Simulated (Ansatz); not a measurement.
Total density of states per atom from DFT-r²SCAN+D4 in the program Ansatz with PAW potentials, in 0.25 eV bins, energy from the Fermi level:

```
E (eV) | states/eV/atom
    -7.85 | ########## 0.25
    -7.60 | ########## 0.27
    -7.35 | ########### 0.28
    -7.10 | ############ 0.30
    -6.85 | ############ 0.32
    -6.60 | ############## 0.35
    -6.35 | ############### 0.39
    -6.10 | ################## 0.46
    -5.85 | ################ 0.42
    -5.60 | ################ 0.42
    -5.35 | ################# 0.44
    -5.10 | ################### 0.48
    -4.85 | ################# 0.45
    -4.60 | ############################## 0.78
    -4.35 | ###################### 0.57
    -4.10 | ############# 0.34
    -3.85 | # 0.03
    -3.60 |  0.00
    -3.35 |  0.00
    -3.10 |  0.00
    -2.85 |  0.00
    -2.60 | # 0.01
    -2.35 | #### 0.10
    -2.10 | ####### 0.19
    -1.85 | ########## 0.25
    -1.60 | ############# 0.33
    -1.35 | ################## 0.45
    -1.10 | ###################### 0.56
    -0.85 | ########################## 0.67
    -0.60 | #################### 0.52
    -0.35 | ################## 0.48
    -0.10 | ################## 0.45
     0.15 | ################### 0.50
     0.40 | ##################### 0.55
     0.65 | ################ 0.43
     0.90 | ################ 0.41
     1.15 | ################# 0.45
     1.40 | ################### 0.49
     1.65 | #################### 0.51
     1.90 | ################### 0.49
     2.15 | #################### 0.51
     2.40 | ##################### 0.54
     2.65 | ##################### 0.54
     2.90 | #################### 0.53
     3.15 | ###################### 0.57
     3.40 | ######################## 0.61
     3.65 | ######################## 0.62
     3.90 | ######################## 0.61
     4.15 | ######################## 0.62
     4.40 | ######################## 0.61
     4.65 | ###################### 0.56
```

Problem. Which compound is it?
A) NdTlS2, R-3m (Nd on 3a, Tl on 3b, S on 6c)
B) Mg, 9R (Sm type)
C) Zr3Tl2Cu2S8, C2/m (Pearson symbol mS30)
D) Tl, 9R (Sm type)

Solution. D, Tl, 9R (Sm type). Within 0.5 eV of the Fermi level: Tl 6p 78 %, Tl 6s 19 %. Projections are on Löwdin-orthogonalised atomic valence shells; empty p or d shells of many metals are not among them.

The first step of the workflow began from a Materials Project structure, measured or hypothetical; the Crystallography Open Database copy checked does not list it. It is not the phase usual at ambient conditions (space group No. 194). The cell was relaxed with r²SCAN+D4 under the symmetry of its start; its stability against distortions is not shown here. The pairwise dispersion correction was not fitted to metals. Spin–orbit coupling is left out wherever it is not named.

Potentials: the later of the program's two PAW sets.
